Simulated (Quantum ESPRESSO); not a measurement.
Al7GeAs7Si, finding a planted mistake in a log

A calculation, not a measurement. The program is pw.x of Quantum ESPRESSO 7.5 (plane-wave density functional theory). The cell is made up: 16 atoms on a doubled zincblende/diamond lattice, with randomly drawn elements, strain and displacements, not relaxed. PseudoDojo standard norm-conserving files (v0.5 for PBE, v0.4.1 for LDA and PBEsol) set the functional; there is no spin polarisation, spin-orbit coupling or dispersion term, and the masses in the input are unused placeholders.

Intended input:

```
&control calculation='scf', pseudo_dir='./dojo.nc.sr.pbe.v0_5.standard.upf', outdir='./o', disk_io='medium', tprnfor=.true., tstress=.true. /
&system ibrav=0, nat=16, ntyp=4, nbnd=78, ecutwfc=84.00895049, nosym=.true., tot_charge=0,
 occupations='smearing', smearing='fd', degauss=0.0018374661
/
&electrons conv_thr=7.350e-09, electron_maxstep=60, /
ATOMIC_SPECIES
Al 1.0 Al.upf
As 1.0 As.upf
Ge 1.0 Ge.upf
Si 1.0 Si.upf
CELL_PARAMETERS angstrom
5.6956 0.0 0.0
0.0 5.6956 0.0
0.0 0.0 11.3912
ATOMIC_POSITIONS angstrom
Al 0.0365 0.0022 -0.0088
Al -0.0001 2.8121 2.8637
Al 2.8475 0.0041 2.8194
Al 2.8761 2.7835 0.0071
Ge 0.0388 -0.009 5.6687
Al -0.025 2.8471 8.5654
Al 2.844 -0.0322 8.581
Al 2.8475 2.8443 5.6892
As 1.3975 1.4449 1.3706
As 1.3904 4.2584 4.2532
As 4.2409 1.4046 4.2398
As 4.2562 4.2645 1.3847
As 1.4118 1.3882 7.1284
As 1.4821 4.2746 9.9984
As 4.2774 1.4148 9.9702
Si 4.2998 4.2747 7.1234
K_POINTS automatic
4 4 2 1 1 1
```

The log is shortened where brackets say so; the opening notice, blank lines, dates and the lines on written files are dropped, and the path of the files is cut. It prints rydbergs, bohrs and kilobars, and counts compression as positive stress. Where no state is partly filled, the Fermi energy that it prints is only some level between the filled and the empty states on the mesh, and need not lie in the true gap.

Log of the intended run:

```
     Program PWSCF v.7.5
     Parallel version (MPI & OpenMP), running on       1 processor cores
     Number of MPI processes:                 1
     Threads/MPI process:                     1
     [start-up lines left out]
     bravais-lattice index     =            0
     lattice parameter (alat)  =      10.7631  a.u.
     unit-cell volume          =    2493.7048 (a.u.)^3
     number of atoms/cell      =           16
     number of atomic types    =            4
     number of electrons       =       144.00
     number of Kohn-Sham states=           78
     kinetic-energy cutoff     =      84.0090  Ry
     charge density cutoff     =     336.0358  Ry
     scf convergence threshold =      7.3E-09
     mixing beta               =       0.7000
     number of iterations used =            8  plain     mixing
     Exchange-correlation= PBE
                           (   1   4   3   4   0   0   0)
     [axes and pseudopotential details left out]
   Cartesian axes
     site n.     atom                  positions (alat units)
         1        Al     tau(   1) = (   0.0064085   0.0003863  -0.0015451  )
         2        Al     tau(   2) = (  -0.0000176   0.4937320   0.5027916  )
         3        Al     tau(   3) = (   0.4999473   0.0007199   0.4950137  )
         4        Al     tau(   4) = (   0.5049687   0.4887106   0.0012466  )
         5        Ge     tau(   5) = (   0.0068123  -0.0015802   0.9952771  )
         6        Al     tau(   6) = (  -0.0043894   0.4998771   1.5038626  )
         7        Al     tau(   7) = (   0.4993328  -0.0056535   1.5066016  )
         8        Al     tau(   8) = (   0.4999473   0.4993855   0.9988763  )
         9        As     tau(   9) = (   0.2453648   0.2536871   0.2406419  )
        10        As     tau(  10) = (   0.2441183   0.7476649   0.7467519  )
        11        As     tau(  11) = (   0.7445923   0.2466114   0.7443992  )
        12        As     tau(  12) = (   0.7472786   0.7487359   0.2431175  )
        13        As     tau(  13) = (   0.2478756   0.2437320   1.2515626  )
        14        As     tau(  14) = (   0.2602184   0.7505092   1.7554604  )
        15        As     tau(  15) = (   0.7510008   0.2484023   1.7505092  )
        16        Si     tau(  16) = (   0.7549336   0.7505267   1.2506847  )
     number of k points=    16  Fermi-Dirac smearing, width (Ry)=  0.0018
                       cart. coord. in units 2pi/alat
        k(    1) = (   0.1250000   0.1250000   0.1250000), wk =   0.1250000
        k(    2) = (   0.1250000   0.1250000  -0.1250000), wk =   0.1250000
     [further k points left out]
     Dense  grid:   259689 G-vectors     FFT dimensions: (  64,  64, 125)
     Estimated max dynamical RAM per process >     509.71 MB
     Initial potential from superposition of free atoms
     starting charge     143.9798, renormalised to     144.0000
     Starting wfcs are  104 randomized atomic wfcs
     total cpu time spent up to now is       77.4 secs
     per-process dynamical memory:   294.4 Mb
     Self-consistent Calculation
     iteration #  1     ecut=    84.01 Ry     beta= 0.70
     Davidson diagonalization with overlap
     ethr =  1.00E-02,  avg # of iterations =  4.0
     Threshold (ethr) on eigenvalues was too large:
     Diagonalizing with lowered threshold
     Davidson diagonalization with overlap
     ethr =  3.58E-04,  avg # of iterations =  2.1
     total cpu time spent up to now is      409.0 secs
     total energy              =   -1704.76432363 Ry
     estimated scf accuracy    <       0.54472841 Ry
     iteration #  2     ecut=    84.01 Ry     beta= 0.70
     Davidson diagonalization with overlap
     ethr =  3.78E-04,  avg # of iterations =  8.4
     total cpu time spent up to now is      595.5 secs
     total energy              =   -1704.64453445 Ry
     estimated scf accuracy    <       0.68605973 Ry
     [iterations 3 to 11 left out]
     iteration # 12     ecut=    84.01 Ry     beta= 0.70
     Davidson diagonalization with overlap
     ethr =  2.02E-10,  avg # of iterations =  2.0
     total cpu time spent up to now is     2176.5 secs
     total energy              =   -1704.88562762 Ry
     estimated scf accuracy    <       0.00000006 Ry
     iteration # 13     ecut=    84.01 Ry     beta= 0.70
     Davidson diagonalization with overlap
     ethr =  4.42E-11,  avg # of iterations =  4.3
     total cpu time spent up to now is     2363.3 secs
     End of self-consistent calculation
     [lines on levels left out]
     the Fermi energy is     7.1031 ev
!    total energy              =   -1704.88562764 Ry
     estimated scf accuracy    <          3.3E-09 Ry
     smearing contrib. (-TS)   =      -0.00000000 Ry
     internal energy E=F+TS    =   -1704.88562764 Ry
     The total energy is F=E-TS. E is the sum of the following terms:
     one-electron contribution =   -1116.47645191 Ry
     hartree contribution      =     618.80634117 Ry
     xc contribution           =    -394.49164809 Ry
     ewald contribution        =    -812.72386881 Ry
     convergence has been achieved in  13 iterations
     Forces acting on atoms (cartesian axes, Ry/au):
     atom    1 type  1   force =    -0.01582942   -0.01347647   -0.00847574
     atom    2 type  1   force =    -0.01610597    0.01402805   -0.02076869
     atom    3 type  1   force =    -0.00851192   -0.01223284   -0.01394355
     atom    4 type  1   force =     0.00164693    0.02131450   -0.00906563
     atom    5 type  3   force =    -0.04090173   -0.01763527    0.03465718
     atom    6 type  1   force =     0.00402455    0.01755394   -0.01342182
     atom    7 type  1   force =     0.02267783   -0.00536356   -0.02802200
     atom    8 type  1   force =     0.01108089    0.01333307    0.02787030
     atom    9 type  2   force =     0.01014883   -0.00525980    0.02957282
     atom   10 type  2   force =     0.02181151    0.00007629   -0.01489921
     atom   11 type  2   force =     0.00960255    0.00102045    0.00167350
     atom   12 type  2   force =     0.01040646   -0.00420868    0.01693186
     atom   13 type  2   force =     0.01101458    0.01550632   -0.00098031
     atom   14 type  2   force =    -0.01394650   -0.02169363    0.00404020
     atom   15 type  2   force =     0.00017860   -0.00556952    0.00355348
     atom   16 type  4   force =    -0.00729718    0.00260716   -0.00872239
     Total force =     0.108987     Total SCF correction =     0.000404
     Computing stress (Cartesian axis) and pressure
          total   stress  (Ry/bohr**3)                   (kbar)     P=       14.15
   0.00009948   0.00001686  -0.00000949           14.63        2.48       -1.40
   0.00001686   0.00010046   0.00003342            2.48       14.78        4.92
  -0.00000949   0.00003342   0.00008858           -1.40        4.92       13.03
     init_run     :     75.48s CPU     77.32s WALL (       1 calls)
     electrons    :   2229.46s CPU   2286.00s WALL (       1 calls)
     forces       :     24.48s CPU     25.04s WALL (       1 calls)
     stress       :     79.57s CPU     82.91s WALL (       1 calls)
     [timing details left out]
     PWSCF        :  40m 9.86s CPU  41m13.73s WALL
     JOB DONE.
```

A second run was made from an input with one planted mistake. Its log:

```
     Program PWSCF v.7.5
     Parallel version (MPI & OpenMP), running on       4 processor cores
     Number of MPI processes:                 4
     Threads/MPI process:                     1
     [start-up lines left out]
     bravais-lattice index     =            0
     lattice parameter (alat)  =      10.6749  a.u.
     unit-cell volume          =    2432.8664 (a.u.)^3
     number of atoms/cell      =           16
     number of atomic types    =            4
     number of electrons       =       144.00
     number of Kohn-Sham states=           78
     kinetic-energy cutoff     =      84.0090  Ry
     charge density cutoff     =     336.0358  Ry
     scf convergence threshold =      7.3E-09
     mixing beta               =       0.7000
     number of iterations used =            8  plain     mixing
     Exchange-correlation= PBE
                           (   1   4   3   4   0   0   0)
     [axes and pseudopotential details left out]
   Cartesian axes
     site n.     atom                  positions (alat units)
         1        Al     tau(   1) = (   0.0064083   0.0003895  -0.0015401  )
         2        Al     tau(   2) = (  -0.0000177   0.4937244   0.5027882  )
         3        Al     tau(   3) = (   0.4999557   0.0007258   0.4950167  )
         4        Al     tau(   4) = (   0.5049656   0.4887146   0.0012392  )
         5        Ge     tau(   5) = (   0.0068155  -0.0015755   0.9952734  )
         6        Al     tau(   6) = (  -0.0043902   0.4998849   1.5038680  )
         7        Al     tau(   7) = (   0.4993362  -0.0056471   1.5065942  )
         8        Al     tau(   8) = (   0.4999557   0.4993893   0.9988670  )
         9        As     tau(   9) = (   0.2453575   0.2536954   0.2406486  )
        10        As     tau(  10) = (   0.2441183   0.7476677   0.7467472  )
        11        As     tau(  11) = (   0.7445874   0.2466144   0.7443927  )
        12        As     tau(  12) = (   0.7472782   0.7487298   0.2431093  )
        13        As     tau(  13) = (   0.2478713   0.2437289   1.2515534  )
        14        As     tau(  14) = (   0.2602100   0.7505001   1.7554568  )
        15        As     tau(  15) = (   0.7509958   0.2484023   1.7505001  )
        16        Si     tau(  16) = (   0.7549257   0.7505178   1.2506860  )
     number of k points=    16  Fermi-Dirac smearing, width (Ry)=  0.0018
                       cart. coord. in units 2pi/alat
        k(    1) = (   0.1250000   0.1250000   0.1250000), wk =   0.1250000
        k(    2) = (   0.1250000   0.1250000  -0.1250000), wk =   0.1250000
     [further k points left out]
     Dense  grid:   252889 G-vectors     FFT dimensions: (  64,  64, 125)
     Estimated max dynamical RAM per process >     648.67 MB
     Estimated total dynamical RAM >       2.35 GB
     Initial potential from superposition of free atoms
     starting charge     143.9798, renormalised to     144.0000
     Starting wfcs are  104 randomized atomic wfcs
     total cpu time spent up to now is        7.6 secs
     per-process dynamical memory:   441.6 Mb
     Self-consistent Calculation
     iteration #  1     ecut=    84.01 Ry     beta= 0.70
     Davidson diagonalization with overlap
     ethr =  1.00E-02,  avg # of iterations =  4.0
     Threshold (ethr) on eigenvalues was too large:
     Diagonalizing with lowered threshold
     Davidson diagonalization with overlap
     ethr =  3.65E-04,  avg # of iterations =  2.0
     total cpu time spent up to now is       37.4 secs
     total energy              =   -1704.75388091 Ry
     estimated scf accuracy    <       0.55425455 Ry
     iteration #  2     ecut=    84.01 Ry     beta= 0.70
     Davidson diagonalization with overlap
     ethr =  3.85E-04,  avg # of iterations =  8.6
     total cpu time spent up to now is       55.2 secs
     total energy              =   -1704.63640994 Ry
     estimated scf accuracy    <       0.67720050 Ry
     [iterations 3 to 11 left out]
     iteration # 12     ecut=    84.01 Ry     beta= 0.70
     Davidson diagonalization with overlap
     ethr =  1.94E-10,  avg # of iterations =  2.0
     total cpu time spent up to now is      204.5 secs
     total energy              =   -1704.87597283 Ry
     estimated scf accuracy    <       0.00000006 Ry
     iteration # 13     ecut=    84.01 Ry     beta= 0.70
     Davidson diagonalization with overlap
     ethr =  4.22E-11,  avg # of iterations =  4.2
     total cpu time spent up to now is      218.8 secs
     End of self-consistent calculation
     [lines on levels left out]
     the Fermi energy is     7.3890 ev
!    total energy              =   -1704.87597285 Ry
     estimated scf accuracy    <          3.7E-09 Ry
     smearing contrib. (-TS)   =      -0.00000000 Ry
     internal energy E=F+TS    =   -1704.87597285 Ry
     The total energy is F=E-TS. E is the sum of the following terms:
     one-electron contribution =   -1105.43723778 Ry
     hartree contribution      =     614.69271775 Ry
     xc contribution           =    -394.68941848 Ry
     ewald contribution        =    -819.44203434 Ry
     convergence has been achieved in  13 iterations
     Forces acting on atoms (cartesian axes, Ry/au):
     atom    1 type  1   force =    -0.01668675   -0.01428929   -0.00888976
     atom    2 type  1   force =    -0.01666344    0.01453604   -0.02156692
     atom    3 type  1   force =    -0.00935226   -0.01275223   -0.01447769
     atom    4 type  1   force =     0.00166995    0.02192975   -0.00939967
     atom    5 type  3   force =    -0.04275502   -0.01778305    0.03561190
     atom    6 type  1   force =     0.00486172    0.01805590   -0.01348278
     atom    7 type  1   force =     0.02338113   -0.00507665   -0.02922770
     atom    8 type  1   force =     0.01115894    0.01366933    0.02876983
     atom    9 type  2   force =     0.01034885   -0.00532968    0.03100247
     atom   10 type  2   force =     0.02301841   -0.00015338   -0.01558356
     atom   11 type  2   force =     0.00975631    0.00088224    0.00242884
     atom   12 type  2   force =     0.01106896   -0.00421939    0.01755587
     atom   13 type  2   force =     0.01153540    0.01635335   -0.00045966
     atom   14 type  2   force =    -0.01464008   -0.02307036    0.00423801
     atom   15 type  2   force =     0.00040454   -0.00617286    0.00330922
     atom   16 type  4   force =    -0.00710667    0.00342029   -0.00982839
     Total force =     0.113359     Total SCF correction =     0.000435
     Computing stress (Cartesian axis) and pressure
          total   stress  (Ry/bohr**3)                   (kbar)     P=       32.82
   0.00022647   0.00001995  -0.00001163           33.32        2.93       -1.71
   0.00001995   0.00022771   0.00003737            2.93       33.50        5.50
  -0.00001163   0.00003737   0.00021519           -1.71        5.50       31.66
     init_run     :      7.27s CPU      7.50s WALL (       1 calls)
     electrons    :    208.63s CPU    211.28s WALL (       1 calls)
     forces       :      2.74s CPU      2.79s WALL (       1 calls)
     stress       :      8.41s CPU      8.56s WALL (       1 calls)
     [timing details left out]
     PWSCF        :   3m47.17s CPU   3m50.35s WALL
     JOB DONE.
```

Question: what was wrong in the second input?

Answer: the cell and the positions are scaled by a wrong factor. The input lines that differ, file-writing options aside:

```
- 5.6956 0.0 0.0
+ 5.6489 0.0 0.0
- 0.0 5.6956 0.0
+ 0.0 5.6489 0.0
- 0.0 0.0 11.3912
+ 0.0 0.0 11.2978
- Al 0.0365 0.0022 -0.0088
+ Al 0.0362 0.0022 -0.0087
- Al -0.0001 2.8121 2.8637
+ Al -0.0001 2.789 2.8402
- Al 2.8475 0.0041 2.8194
+ Al 2.8242 0.0041 2.7963
- Al 2.8761 2.7835 0.0071
+ Al 2.8525 2.7607 0.007
- Ge 0.0388 -0.009 5.6687
+ Ge 0.0385 -0.0089 5.6222
- Al -0.025 2.8471 8.5654
+ Al -0.0248 2.8238 8.4952
- Al 2.844 -0.0322 8.581
+ Al 2.8207 -0.0319 8.5106
- Al 2.8475 2.8443 5.6892
+ Al 2.8242 2.821 5.6425
- As 1.3975 1.4449 1.3706
+ As 1.386 1.4331 1.3594
- As 1.3904 4.2584 4.2532
+ As 1.379 4.2235 4.2183
- As 4.2409 1.4046 4.2398
+ As 4.2061 1.3931 4.205
- As 4.2562 4.2645 1.3847
+ As 4.2213 4.2295 1.3733
- As 1.4118 1.3882 7.1284
+ As 1.4002 1.3768 7.0699
- As 1.4821 4.2746 9.9984
+ As 1.4699 4.2395 9.9164
- As 4.2774 1.4148 9.9702
+ As 4.2423 1.4032 9.8884
- Si 4.2998 4.2747 7.1234
+ Si 4.2645 4.2396 7.065
```

|  | intended run | run with the mistake |
| --- | --- | --- |
| free energy (eV) | -23196.151 | -23196.019 |
| smearing term -TS (eV) | 0.0000 | 0.0000 |
| pressure (GPa) | 1.41 | 3.28 |
| largest force component (eV/Å) | 1.052 | 1.099 |
| largest change of a force component (eV/Å) |  | 0.048 |
| iterations | 13 | 13 |

For scale, a rerun of the intended cell at a cutoff of 1437 eV and k mesh 6 x 6 x 4 moved values by no more than 0.020 eV in energy, 0.02 GPa in stress and 0.003 eV/Å in force.